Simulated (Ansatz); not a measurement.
Relaxed-ion elastic tensor of Nb (bcc (W type), Im-3m) in GPa (Voigt order), plane-wave PAW PBE+D3(BJ) (Ansatz code); density 8.85 g/cm³, 17.43 Å³ per atom.

```
     1    2    3     4     5     6
-  ---  ---  ---  ----  ----  ----
1  263  140  140   0.0   0.0   0.0
2  140  263  140   0.0   0.0   0.0
3  140  140  263   0.0   0.0   0.0
4  0.0  0.0  0.0  18.0   0.0   0.0
5  0.0  0.0  0.0   0.0  18.0   0.0
6  0.0  0.0  0.0   0.0   0.0  18.0
```

Problem. Is the crystal mechanically stable?

Solution. Yes: the smallest eigenvalue of C is 18.0 GPa.

Problem. Work out the Voigt, Reuss and Hill averages.

Solution. K_V = 181, K_R = 181, K_H = 181; G_V = 35.5, G_R = 25.2, G_H = 30.3 GPa.

Problem. Give Young's modulus, Poisson's ratio, Pugh's ratio and the universal anisotropy index.

Solution. E = 9KG/(3K + G) = 86.1 GPa; ν = 0.42; K/G = 5.98 (ductile by the Pugh limit of 1.75); A_U = 5G_V/G_R + K_V/K_R − 6 = 2.05.

Problem. Estimate the sound speeds and the Debye temperature.

Solution. v_l = √((K + 4G/3)/ρ) = 5000 m/s, v_t = √(G/ρ) = 1850 m/s, mean 2100 m/s; Θ = (h/k)(3n/4πV)^(1/3) v_m = 241 K.

Problem. Give the Zener ratio and Young's modulus along [100], [110] and [111].

Solution. A = 2C44/(C11 − C12) = 0.29; 1/E = S11 − 2(S11 − S12 − S44/2)Γ with Γ = 0, 1/4, 1/3 gives 166, 63.2, 52.4 GPa.

The PBE+D3(BJ) relaxation kept the symmetry of its start. The run is not spin-polarised. The pairwise dispersion correction was not fitted to metals. As this level gives no gap, shear constants depend on the k-mesh and smearing (Fermi–Dirac, 0.1 eV here).

Potentials: the later of the program's two PAW sets.
